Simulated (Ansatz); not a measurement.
Ansatz input

```yaml
crystal:
  lattice:
    - [2.4566769879, 0.0, 0.0]
    - [-1.228338494, 2.1275446804, 0.0]
    - [0.0, 0.0, 4.4718168013]
  atoms:
    - { symbol: Cr, position: [0.3333333333, 0.6666666667, 0.25], spin: 1.5 }
    - { symbol: Cr, position: [0.6666666667, 0.3333333333, 0.75], spin: -1.5 }
hamiltonian:
  xc: mr2scan
  pseudopotentials:
    kind: paw
    azcp:
      Cr: "pseudopotentials/Cr.paw.azcp"
basis:
  ecutwfc: 500
  fft_grid_basis: typed
kpoints:
  mp_grid: { grid: [24, 24, 12], shift: [0, 0, 0] }
magnetization:
  spin_polarized: true
scf:
  occupations: { method: fermi_dirac, width: 0.05 }
```

Terminal output

```
Engine: ansatz 0.2.0, aarch64-unknown-linux-gnu
Pseudopotentials: kind: paw
Pseudopotential: Cr, paw, valence charge 14, recommended cutoff 500 eV (meta_gga) 
Functional definition: m-r2SCAN
  exchange = m_r2scan_x
  correlation = m_r2scan_c
Crystal: 2 atoms, lattice volume = 23.373 Å³
Basis set: ecut = 500 eV, 599 PW (Γ), exchange–correlation on 72×72×144 points (64 copies of the dense FFT grid, shifted against one another)
Bands: 20, of which v1, the nominal top of the filled ones, is band 14 counted from 1 (13 counted from 0)
Symmetry: 12 space group operations
Space group: P-6m2 (ITA 187), of the structure as read, at distance tolerance 2.9e-5 Å
Magnetic group: BNS 194.267 (UNI 1497), of the structure as read, at distance tolerance 2.9e-5 Å
k-points: 427 of 6912 (time reversal used)
Non-local potential: Cr, projectors of the file, l = 0: 3, l = 1: 2, l = 2: 3, l = 3: 1
PAW form: soft (Blöchl's): semilocal exchange-correlation on the pseudo side does not see the compensation charge
PAW frozen core: Cr, regenerated for the run's functional (the file was generated under x = pbe(κ = 0.804, μ = 0.2195149727645171), c = pbe(β = 0.06672455060314922))
PAW one-centre angular grid: Cr, 590 points (default); XC on 160 Gauss nodes
Initial density: superposition of atomic densities (chi_scale 0.1, normalization cell)
Starting moments: Σ|m| = 3 μB on 2 of 2 sites
Starting magnetic order: antiferromagnet; an inversion exchanges its spin sublattices: spin-degenerate at every k-point
Initial wavefunctions: pseudopotential atomic-orbital guess
Functional: x = mr2scan, c = mr2scan; τ floored in thin density (d = 2e-4 eV/Å³)
SCF iter   1: F=—  HF=-6767.399466 eV  |F-HF|=—  |Δ(HF+E_count)|=         —  Δρ=1.20e-1 (↑1.20e-1 ↓1.20e-1)  dr2=9.38e0  dr2_τ=4.58e-2  dr2_m=4.62e-1  M=0.000 μB ∫|m|=1.831 μB  β_m=0.30  ethr=3.10e-3  ⟨swp⟩=3.5  Hψ=59877  notcnv=0  defer=86
Mixer restart at iter 1: flushing history
SCF iter   2: F=—  HF=-6764.232236 eV  |F-HF|=—  |Δ(HF+E_count)|=    3.17e0  Δρ=6.67e-2 (↑6.67e-2 ↓6.67e-2)  dr2=2.85e0  dr2_τ=3.41e-2  dr2_m=1.97e-1  M=0.000 μB ∫|m|=1.826 μB  β_m=0.30  ethr=3.10e-3  ⟨swp⟩=2.0  Hψ=38089  notcnv=0  defer=480  κ⁻¹=1.0e0(r=1)
SCF iter   3: F=—  HF=-6763.650110 eV  |F-HF|=—  |Δ(HF+E_count)|=   5.82e-1  Δρ=2.56e-2 (↑2.56e-2 ↓2.56e-2)  dr2=1.49e-1  dr2_τ=6.16e-3  dr2_m=7.38e-2  M=-0.000 μB ∫|m|=1.598 μB  β_m=0.30  ethr=3.10e-3  ⟨swp⟩=2.0  Hψ=34910  notcnv=0  defer=466  κ⁻¹=1.6e-2(r=2)
SCF iter   4: F=—  HF=-6764.012728 eV  |F-HF|=—  |Δ(HF+E_count)|=         —  Δρ=5.98e-2 (↑5.98e-2 ↓5.98e-2)  dr2=4.14e-2  dr2_τ=2.29e-2  dr2_m=7.38e-1  M=-0.000 μB ∫|m|=0.505 μB  β_m=0.30  ethr=5.31e-4  ⟨swp⟩=2.4  Hψ=28862  notcnv=0  defer=316
Mixer restart at iter 4: flushing history
SCF iter   5: F=—  HF=-6763.968520 eV  |F-HF|=—  |Δ(HF+E_count)|=   4.42e-2  Δρ=4.36e-2 (↑4.36e-2 ↓4.36e-2)  dr2=1.93e-2  dr2_τ=7.93e-3  dr2_m=3.95e-1  M=-0.000 μB ∫|m|=0.461 μB  β_m=0.30  ethr=1.48e-4  ⟨swp⟩=2.4  Hψ=25854  notcnv=0  defer=314  κ⁻¹=1.0e0(r=1)
...
SCF iter  16: F=-6763.974521 eV  HF=-6763.974521 eV  |F-HF|=9.37e-11  |Δ(HF+E_count)|=  1.18e-11  Δρ=3.03e-7 (↑3.03e-7 ↓2.96e-7)  dr2=3.12e-11  dr2_τ=7.79e-13  dr2_m=4.72e-12  M=-0.000 μB ∫|m|=0.000 μB  ethr=4.90e-12  ⟨swp⟩=2.3  Hψ=44850  notcnv=0
SCF 1 converged in 16 iterations: F = -6763.974521 eV  dr2 = 3.12e-11
WARN: the starting moments were not kept: the SCF closed with an absolute magnetisation of 5.2e-6 μB, where they sum to 3 μB in size (2 sites). That is at most 0.1 of that sum. Measured as dr2_m measures the in/out step, that magnetisation stands 5.3e-12 eV from none, at or under the dr2_threshold of 1.0e-7 eV: it is no larger than a step whose dr2_m would equal this threshold. The system may hold no moment; this SCF shows only that its start led to no more than that. To try another start: raise the starting moments (crystal.atoms[].spin, magnetization.per_species, magnetization.initial_magnetization, or on a non-collinear deck that types none of these the spinor_matrix: blocks that start its atoms; where the total moment is fixed, keep their sum and leave initial_magnetization as it is; typed ones take the place of any that the run laid by itself, positive ones on a crystal's lanthanoids without a Hubbard term where scf.initial_density.shell_occupations: [] is typed) or, if the notice of its spin-set hold's release reads "site moments contracting" or "site moments show no strong build", lengthen the hold (scf.mixing.spin_hold: { on: { confirm: 4 } }; for m-r²SCAN on two components see the key's manual first). Each may lead to a state that holds a moment. A second SCF, from the converged charge density, with the starting moments and any scf.initial_density.shell_occupations laid on it anew, would have followed, and was not run: the deck does not ask for one (magnetization.retry_lost_moments is false, the default). To let it run, set magnetization.retry_lost_moments: true and run the deck again, where that key's refused combinations let it; where memory then withholds it, that run's warning says so.
SCF converged after 16 iterations
Magnetization: -0.0000 μB (14.0000 up, 14.0000 down)
Absolute magnetization: 0.0000 μB (∫|ρ↑−ρ↓|, with the PAW one-centre terms)
Spin contamination: 0.0000 ħ² per cell (⟨S²⟩ above its minimum at these occupations)
Per-site moments (μB) at R_I (Å): [(-1.7915321200519773e-6, 1.0133792575054075), (1.7949347895376745e-6, 1.0133792575054075)]
Free energy (F): -6763.974521 eV
Harris-Foulkes:  -6763.974521 eV  (|F-HF|=9.37e-11)
Internal energy: -6763.954681 eV  (E = F + TS)
E sigma→0 (E₀):  -6763.964601 eV
Entropy (-TS):   -0.019840 eV (-9.920 meV/atom)
Fermi energy:    18.975004 eV
--- Per-component energies (eV) ---
  E_band       = -327.436236
  E_kinetic    = 688.130382
  E_local      = -2384.105331  (includes V_loc(G=0)·N_el)
  E_nonlocal   = 158.516156
  E_hartree    = 1040.330153
  E_xc         = -275.775639
  E_vxc        = -401.422245  (∫ρ·V_xc dr)
  E_paw        = -2405.052164  (= ΣΔE_a)
  E_vpaw       = -494.608240  (= ΣTr[D̂ρ^β])
  E_aug_tail   = 0.000484  (compensation charges beyond the density's cutoff)
  E_vtau       = 25.391965  (kinetic-family band-sum trace: ∫τ·v_τ [+ j·A + Jᵃ·Aᵃ] dr)
  E_ewald      = -3585.454067
  E_core_change = -0.544655  (= ΣΔE_core)
  E_smearing   = -0.019840  (= −TS)
  E_closure    = 0.000000  (closes the sum)
  Σ components = -6763.974521   (vs F -6763.974521, Δ=0.00e0)
--- Band table (eV; the first three rows and the last of 854) ---
  k-point 0 ↑: bands = ["-55.5311", "-55.4083", "-25.9683", "-25.2587", "-25.0322", "-25.0322", "-24.9701", "-24.9701", "10.7429", "14.4518", "17.3866", "18.2406", "18.5776", "18.5776", "18.9055", "18.9055", "20.3122", "20.3122", "21.4126", "21.4126"]
  k-point 1 ↑: bands = ["-55.5291", "-55.4104", "-25.9566", "-25.2711", "-25.0311", "-25.0311", "-24.9712", "-24.9712", "10.8073", "14.4227", "17.3662", "18.1125", "18.5737", "18.5737", "18.8923", "18.8923", "20.3417", "20.3417", "21.4032", "21.4032"]
  k-point 2 ↑: bands = ["-55.5230", "-55.4166", "-25.9221", "-25.3076", "-25.0280", "-25.0280", "-24.9743", "-24.9743", "10.9982", "14.3220", "17.3083", "17.7932", "18.5651", "18.5651", "18.8551", "18.8551", "20.4250", "20.4250", "21.3737", "21.3737"]
  k-point 426 ↓: bands = ["-55.2537", "-55.2537", "-25.7747", "-25.7747", "-25.6781", "-25.6781", "-25.3467", "-25.3467", "16.5671", "16.5671", "16.5678", "16.5678", "17.6452", "17.6452", "19.3191", "19.3191", "21.2244", "21.2244", "27.7246", "27.7246"]
```
